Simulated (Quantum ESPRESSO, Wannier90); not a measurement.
## PbClF (P4/nmm), plane waves to Wannier functions

```xyz
6
Lattice="4.1092 0.0000 0.0000 0.0000 4.1092 0.0000 0.0000 0.0000 7.2390" Properties=species:S:1:pos:R:3 pbc="T T T"
Pb     0.0000     2.0546    -1.4847
Pb     2.0546     0.0000     1.4847
Cl     2.0546     0.0000    -2.5416
Cl     0.0000     2.0546     2.5416
F      2.0546     2.0546     0.0000
F      0.0000     0.0000     0.0000
```

Materials Project entry mp-22964; symmetrised, unrelaxed at this level. COD (Crystallography Open Database) has an entry of this formula and space group (matched by these alone). Level: PBEsol, spinors with spin-orbit coupling; pw.x of Quantum ESPRESSO at 68 Ry with PseudoDojo potentials, 4×4×4 k-points, Wannier90. Density: 8×8×4 mesh, cold smearing 0.01 Ry.

Bands 25-28 form an isolated set from -13.41 to -12.69 eV relative to the valence-band maximum (on the path) and are turned into 4 Wannier functions by minimising the spread from the start: atomic waves Cl 3s.

Task: Where do the functions sit, how wide are they and what are they made of?

Result: 
```tsv
functions	spread (Å²)	nearest atom, distance (Å)	second atom, distance (Å)	weight on atomic waves
4	1.86	Cl 0.08	Pb 3.06	Cl 3s 83 %, Pb 5d 8 %, Pb 6p 5 %
```

Ω_I = 7.43 Å², Ω_total = 7.45 Å²; the interpolated bands follow pw.x to 0.7 meV rms on the path. Only this start was tried; a symmetric start can stop on a saddle, and mixtures of these functions could lower the total by at most Ω_total − Ω_I.
